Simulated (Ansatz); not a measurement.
## MoSe: magnetovolume behaviour

The calculation used Ansatz 0.2.0, DFT r2SCAN+U, scalar-relativistic, plane waves, PAW.

```cif
data_structure
_symmetry_space_group_name_H-M 'P 1'
_symmetry_Int_Tables_number 1
_cell_length_a 3.5312
_cell_length_b 3.5312
_cell_length_c 3.5312
_cell_angle_alpha 90.000
_cell_angle_beta 90.000
_cell_angle_gamma 90.000
_cell_volume 44.03
loop_
_atom_site_label
_atom_site_type_symbol
_atom_site_fract_x
_atom_site_fract_y
_atom_site_fract_z
_atom_site_occupancy
Mo1 Mo 0.00000 0.00000 0.00000 1
Se1 Se 0.50000 0.50000 0.50000 1
```

```
plane-wave cutoff                                : 500 eV
Γ-centred k-mesh                                 : 12×12×12
occupation rule                                  : Gaussian smearing, 0.1 eV
U_eff on Löwdin-orthogonalised atomic d orbitals : Mo 4.38 eV
list of starting moments (μB, in atom order)     : 2 0
check for lower electronic states after the SCF  : asked for but not made
```

The cell is scaled evenly at fixed fractional positions, V₀ being the volume of the cell shown; start: ferromagnetic. The states are those that the runs reached from these starts; a lower one can exist. Energies are extrapolated to zero smearing.

Site moments are spin moments in atom-centred spheres that scale with the neighbour distance.

| V/V₀ | E above lowest (meV/atom) | P (GPa) | cell moment (μB) | site moments (μB) |
| --- | --- | --- | --- | --- |
| 0.800 | 298.0 | 26.8 | 4.00 | Mo +3.46, Se -0.23 |
| 0.860 | 127.1 | 15.3 | 4.00 | Mo +3.56, Se -0.30 |
| 0.920 | 36.5 | 7.2 | 4.00 | Mo +3.66, Se -0.36 |
| 0.960 | 8.5 | 3.2 | 4.00 | Mo +3.72, Se -0.40 |
| 1.000 | 0.0 | 0.0 | 4.00 | Mo +3.78, Se -0.44 |
| 1.040 | 6.9 | -2.4 | 4.00 | Mo +3.84, Se -0.48 |
| 1.100 | 38.9 | -5.2 | 4.00 | Mo +3.92, Se -0.53 |
| 1.180 | 109.6 | -7.5 | 4.00 | Mo +4.01, Se -0.60 |

Cost: 8 runs of about 3.3 core-minutes in all, on AMD EPYC 7R43 (Zen 3) (shared hosts).